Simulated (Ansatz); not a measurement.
Calculated with Ansatz: Sr$_{3}$Al$_{2}$Ge$_{2}$, relaxation

Launch command:

```bash
ansatz run input.yaml --threads 2 --pin off --max-ram 3584MiB --backend cpu --events-out ev --progress --plain --runs-dir out
```

The input file (Ansatz 0.2.0, plane waves):

```yaml
crystal:
  lattice:
    - [0.0, 0.0, 4.853629]
    - [4.383385, 0.0, 0.0]
    - [2.191692, 9.716584, -2.426814]
  atoms:
    - { symbol: Ge, position: [0.3584, 0.6416, 0.7168] }
    - { symbol: Ge, position: [0.6416, 0.3584, 0.2832] }
    - { symbol: Al, position: [0.4351, 0.0649, 0.8702] }
    - { symbol: Al, position: [0.5649, 0.9351, 0.1298] }
    - { symbol: Sr, position: [0.0, 0.5, 0.0] }
    - { symbol: Sr, position: [0.1832, 0.8168, 0.3664] }
    - { symbol: Sr, position: [0.8168, 0.1832, 0.6336] }
  symmetry: { tolerance: 0.0003 }
kpoints:
  mp_grid: { grid: [5, 5, 5], shift: [0, 0, 0] }
magnetization:
  spin_polarized: false
scf:
  occupations: { method: gaussian, width: 0.256 }
  lower_state_search: "off"
hamiltonian:
  pseudopotentials: { kind: paw }
  xc: r2scan
basis:
  ecutwfc: 500
  fft_grid_basis: typed
relax:
  max_steps: 80
  cell: { p_target: 5.0 }
  f_tol: 0.03
output:
  forces: true
  stress: true
  eigenvalues: true
  bader: true
  populations: true
  elf: true
  write_potential: true
  volumetric_format: npy
  dos:
    e_range: [-12, 8]
    de: 0.05
    projected: { site_lists: { Al: [Al], Ge: [Ge], Sr: [Sr] } }
  write_density: true
checkpoint:
  read: saved_state
```

Origin of the cell: a known structure type with other elements, at an estimated volume, so it need not be a known compound.

The saved state is a converged single point of the same cell.

Steps («new basis» is an SCF on plane waves selected anew at the same cell):

```
step  ΔH (meV/atom)  max force component (eV/Å)  P (GPa)  volume (Å³)  SCF iterations   step was
   1            0.0                       0.476    -1.86       206.72               7   accepted
   2          -94.8                       0.151     3.78       184.12               8   accepted
   3          -97.3                       0.040     5.29       179.65               6   accepted
   4          -97.5                       0.006     5.00       180.46               6   accepted
   5          -97.1                       0.006     4.99       180.46               7  new basis
```

Step 1, with forces in eV/Å:

```xyz
7
Lattice="0.000 0.000 4.854 4.383 0.000 0.000 2.192 9.717 -2.427" Properties=species:S:1:pos:R:3:forces:R:3 pbc="T T T" step=1
Ge    4.383    6.965    0.000    0.000    0.372    0.000
Ge    2.192    2.752    2.427    0.000   -0.372    0.000
Al    2.192    8.455    0.000    0.000   -0.476    0.000
Al    4.383    1.261    2.427    0.000    0.476    0.000
Sr    2.192    0.000    0.000    0.000    0.000    0.000
Sr    4.383    3.560    0.000    0.000    0.036    0.000
Sr    2.192    6.156    2.427    0.000   -0.036    0.000
```

Step 2, with forces in eV/Å:

```xyz
7
Lattice="0.000 0.000 4.711 4.166 0.000 0.000 2.083 9.381 -2.356" Properties=species:S:1:pos:R:3:forces:R:3 pbc="T T T" step=2
Ge    4.166    6.723    0.000    0.000    0.141    0.000
Ge    2.083    2.658    2.356    0.000   -0.141    0.000
Al    2.083    8.135    0.000    0.000   -0.151    0.000
Al    4.166    1.246    2.356    0.000    0.151    0.000
Sr    2.083    0.000    0.000    0.000    0.000    0.000
Sr    4.166    3.474    0.000    0.000    0.058    0.000
Sr    2.083    5.907    2.356    0.000   -0.058    0.000
```

Step 3, with forces in eV/Å:

```xyz
7
Lattice="0.000 0.000 4.663 4.134 0.000 0.000 2.067 9.318 -2.332" Properties=species:S:1:pos:R:3:forces:R:3 pbc="T T T" step=3
Ge    4.134    6.696    0.000    0.000   -0.040    0.000
Ge    2.067    2.622    2.332    0.000    0.040    0.000
Al    2.067    8.071    0.000    0.000    0.026    0.000
Al    4.134    1.247    2.332    0.000   -0.026    0.000
Sr    2.067    0.000    0.000    0.000    0.000    0.000
Sr    4.134    3.478    0.000    0.000   -0.039    0.000
Sr    2.067    5.840    2.332    0.000    0.039    0.000
```

Step 5, with forces in eV/Å:

```xyz
7
Lattice="0.000 0.000 4.669 4.143 0.000 0.000 2.071 9.330 -2.334" Properties=species:S:1:pos:R:3:forces:R:3 pbc="T T T" step=5
Ge    4.143    6.701    0.000    0.000    0.002    0.000
Ge    2.071    2.629    2.334    0.000   -0.002    0.000
Al    2.071    8.083    0.000    0.000    0.004    0.000
Al    4.143    1.247    2.334    0.000   -0.004    0.000
Sr    2.071    0.000    0.000    0.000    0.000    0.000
Sr    4.143    3.474    0.000    0.000    0.006    0.000
Sr    2.071    5.856    2.334    0.000   -0.006    0.000
```

- Enthalpy lowered by: 97.1 meV/atom
- Volume change: -12.70 %
- Final pressure: 4.99 GPa
- Relaxation steps listed: 5

Caveats: the k mesh is coarse if the cell is a metal; the relaxation held the start's symmetry, so the end may be a saddle point; wide smearing.

The run took 2.4 min on 2 threads of Arm Neoverse V1, with other jobs on the host, peak memory 0.92 GiB, from a saved density.
